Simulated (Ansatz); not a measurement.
Input:

LaMoN₃:
```
CELL_PARAMETERS angstrom
      2.82518     1.63112     4.59168
     -2.82518     1.63112     4.59168
      0.00000    -3.26224     4.59168
ATOMIC_POSITIONS crystal
  La 0.74212 0.74212 0.74212
  La 0.24212 0.24212 0.24212
  Mo 0.48964 0.48964 0.48964
  Mo 0.98964 0.98964 0.98964
  N  0.81552 0.70795 0.26309
  N  0.26309 0.81552 0.70795
  N  0.70795 0.26309 0.81552
  N  0.76309 0.20795 0.31552
  N  0.20795 0.31552 0.76309
  N  0.31552 0.76309 0.20795
```

This is the PBEsol-relaxed structure. x, y and z are the axes in which the lattice vectors are written.

Problem. All from PBEsol in the plane-wave PAW code Ansatz, unless another level is named. Give the Hill bulk and shear moduli.

Solution. 169 and 53.5 GPa.

Problem. And the vibrational entropy at 300 K?

Solution. 21.5 J/(K·mol of atoms).

Problem. Give the piezoelectric stress constants (proper, relaxed ions, C/m²).

Solution. e15 = e24 = -5.42, e16 = e21 = 0.40, e22 = -0.40, e31 = e32 = -1.92, e33 = -4.13.

Problem. What about the zero-point energy?

Solution. 65.0 meV/atom.

Space group R3c. The workflow started from a Materials Project entry (that database holds measured and hypothetical structures alike); the Crystallography Open Database copy checked does not list it. Its standing as an ambient phase is unchecked. Symmetry was held in the PBEsol relaxation; phonons on a q-mesh show no instability. No spin polarisation was allowed. Scalar-relativistic: spin–orbit coupling is off unless named, which matters more the heavier the elements.

Potentials: the later of the program's two PAW sets.
